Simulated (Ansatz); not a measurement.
⁹⁵Mo NMR of the central transition in MoS2 at a changed volume

Cell: an entry of the Crystallography Open Database (COD), relaxed with PBE at fixed cell and then changed (volume scaled by 0.96, ions relaxed).

```
Mo S
1.0
     3.09756    0.00000    0.00000
    -1.54878    2.68257    0.00000
     0.00000    0.00000   12.36065
Mo S
2 4
Direct
  0.33333 0.66667 0.25000
  0.66667 0.33333 0.75000
  0.33333 0.66667 0.62170
  0.66667 0.33333 0.12170
  0.33333 0.66667 0.87830
  0.66667 0.33333 0.37830
```

Sites (sets of like atoms) are named by element and the number of their first atom in this list.

Computed with Ansatz: DFT, PBE, plane waves and PAW, scalar-relativistic, collinear spin, 420 eV cutoff, Γ-centred 16×16×4 k-points, Fermi–Dirac smearing 0.02 eV. Start moments as typed (μB): 2 on each Mo, none on the rest.

⁹⁵Mo has I = 5/2 and Q = -22.00 mb (Pyykkö 2018); at 21.1 T its Larmor frequency is ν₀ = 58.8 MHz (from the bare nuclear moment; shielding lowers the observed one by a per cent or two). Only the quadrupole interaction is simulated: positions count from each site's isotropic chemical shift, and J coupling is left out, as are shift anisotropy and dipolar coupling, which fast spinning averages.

**Question.** Simulate the second-order pattern (fast magic-angle spinning, Gaussian broadening 0.08 kHz) of site Mo (6 S at 2.39 Å).

**Answer.** The calculation gives C_Q = 3.50 MHz and η = 0.00, so ν_Q = 0.524 MHz and the centre of gravity lies at -21.2 ppm (-1.25 kHz).

| offset (kHz) | height |
| --- | --- |
| -3.226 | 0 |
| -3.099 | 4 |
| -2.972 | 6 |
| -2.844 | 6 |
| -2.717 | 6 |
| -2.590 | 7 |
| -2.462 | 7 |
| -2.335 | 7 |
| -2.208 | 7 |
| -2.081 | 8 |
| -1.953 | 81 |
| -1.826 | 73 |
| -1.699 | 53 |
| -1.571 | 47 |
| -1.444 | 44 |
| -1.317 | 43 |
| -1.189 | 43 |
| -1.062 | 45 |
| -0.935 | 48 |
| -0.808 | 53 |
| -0.680 | 64 |
| -0.553 | 100 |
| -0.426 | 87 |
| -0.298 | 0 |

An axis of threefold or higher order runs through Mo, so V_zz lies along it and η is zero.

Without spin–orbit coupling (the program notes it for Mo) the gradients can shift somewhat, as the gap is small. At this changed cell the PBE pressure is 7 GPa. The start moments die out, and the run ends without spin.

The relaxation (4 steps) took 37 s of wall time (37 s of CPU time) and 0.88 GiB at its peak, on 1 thread of AMD EPYC 9R45 (Zen 5) (x86_64; 16 cores open to the job, memory cap 3.0 GiB, no GPU), a shared host with a load of 0.2 a core.
